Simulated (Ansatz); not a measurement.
# Calculated ¹⁷O NMR of the central transition for TiO2 at a changed volume

Cell: an entry of the Crystallography Open Database (COD), relaxed with PBE at fixed cell and then changed (volume scaled by 1.04, ions relaxed).

Space group I4_1/amd:1 (No. 141); a = 3.8340, c = 9.6398 Å.

| site | Wyckoff | site symmetry | x | y | z |
| --- | --- | --- | --- | --- | --- |
| Ti | 4a | -4m2 | 0.0000 | 0.0000 | 0.0000 |
| O | 8e | 2mm. | 0.0000 | 0.0000 | 0.2072 |

One atom of each set is listed; the run and its k-mesh use a cell of 6 atoms with edges of 5.53, 5.53, 5.53 Å.

Computed with Ansatz: DFT, PBE, plane waves and PAW, scalar-relativistic, 420 eV cutoff, Γ-centred 11×11×11 k-points, Fermi–Dirac smearing 0.02 eV.

¹⁷O has I = 5/2 and Q = -25.58 mb (Pyykkö 2018); at 23.5 T its Larmor frequency is ν₀ = 135.7 MHz. Only the quadrupole interaction is simulated: positions count from each site's isotropic chemical shift, and J coupling is left out, as are shift anisotropy and dipolar coupling, which fast spinning averages.

Question: Give C_Q, η, the quadrupolar product P_Q = |C_Q|(1 + η²/3)^½, the second-order isotropic shift and the breadth of the pattern (fast magic-angle spinning) for each O site.

Answer: 

```tsv
site	first shell	C_Q (MHz)	η	P_Q (MHz)	δ_QIS (ppm)	breadth (kHz)
O	3 Ti at 1.96–2.00 Å	-1.30	0.35	1.33	-0.573	0.179
```

δ_QIS = −(ν_Q²/30ν₀²)[I(I+1) − 3/4](1 + η²/3) × 10⁶ ppm with ν_Q = 3|C_Q|/[2I(2I−1)]; it falls as 1/B₀² in ppm, and the breadth as 1/B₀ in kHz.
